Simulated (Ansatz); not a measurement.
**Calculated 177Hf nuclear quadrupole resonance for HfO₂**

Cell: a computed structure from the Materials Project (it need not be an observed phase), taken as it stands.

```cif
data_HfO2
_symmetry_space_group_name_H-M 'P4_2/nmc:1'
_symmetry_Int_Tables_number 137
_cell_length_a 3.5580
_cell_length_b 3.5580
_cell_length_c 5.1719
_cell_angle_alpha 90.000
_cell_angle_beta 90.000
_cell_angle_gamma 90.000
loop_
_atom_site_label
_atom_site_type_symbol
_atom_site_symmetry_multiplicity
_atom_site_Wyckoff_symbol
_atom_site_fract_x
_atom_site_fract_y
_atom_site_fract_z
Hf Hf 2 a 0.5000 0.5000 0.5000
O O 4 d 0.0000 0.5000 0.6972
```

One atom of each set is listed.

The numbers come from a DFT calculation in Ansatz (PBE, plane waves and PAW, scalar-relativistic, 420 eV cutoff, Γ-centred 5×5×4 k-points, Fermi–Dirac smearing 0.02 eV).

177Hf: I = 7/2, Q = 3365 mb (year-2017 value). Static lattice, zero field.

Problem. Predict the zero-field 177Hf lines of each site.

Solution. For I = 7/2 and η = 0 the lines are |C_Q|/14 times 1, 2 and 3; η shifts the lowest up most.

```tsv
site	atoms	V_zz (10²¹ V/m²)	C_Q (MHz)	η	line frequencies (MHz)
Hf	2	14.78	1203	0.00	85.9, 171.8, 257.7
```

Problem. And for Hf-179 (I = 9/2, Q = 3793 mb) on Hf?

Solution. C_Q scales with Q to 1356 MHz, with lines at 56.5, 113.0, 169.5, 226.0 MHz.

An axis of threefold or higher order runs through Hf, so V_zz lies along it and η is zero.

At this cell the PBE pressure is 10 GPa, so with PBE the cell would grow if it were relaxed. The entry's cell may itself be off. Without spin–orbit coupling the gradients at and beside Hf can be off by some per cent, at some sites by more.
